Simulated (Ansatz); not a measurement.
Values for one crystal, relaxed and computed with the program Ansatz at the r²SCAN level (PAW); other levels are named.

```yaml
volume_per_atom: 18.68 Å³
electronic_character: metallic (no gap)
Formation energy from the elements (no fitted shifts): -0.76 eV/atom
Density of states at the Fermi level: 0.34 states/eV per atom (mean over ±0.08 eV)
```

Which compound is it?
A. PbS, P-6m2 (Pb on 1a, S on 1f)
B. SrGaSi, P-6m2 (Sr on 1a, Ga on 1d, Si on 1f)
C. SiW, rock salt
D. SrP2Os2, I4/mmm (Sr on 2a, P on 4e, Os on 4d)

D, SrP2Os2, I4/mmm (Sr on 2a, P on 4e, Os on 4d)

The first step of the workflow began from a Materials Project structure, measured or hypothetical; the Crystallography Open Database copy checked does not list it. Its standing as an ambient phase is unchecked. Symmetry was held in the r²SCAN relaxation; whether a distortion lowers the energy is not shown. No spin polarisation was allowed. The references are the lowest solids computed at this level, not always the standard phases. Scalar-relativistic: spin–orbit coupling is off unless named, which matters more the heavier the elements.

Potentials: the later of the program's two PAW sets.
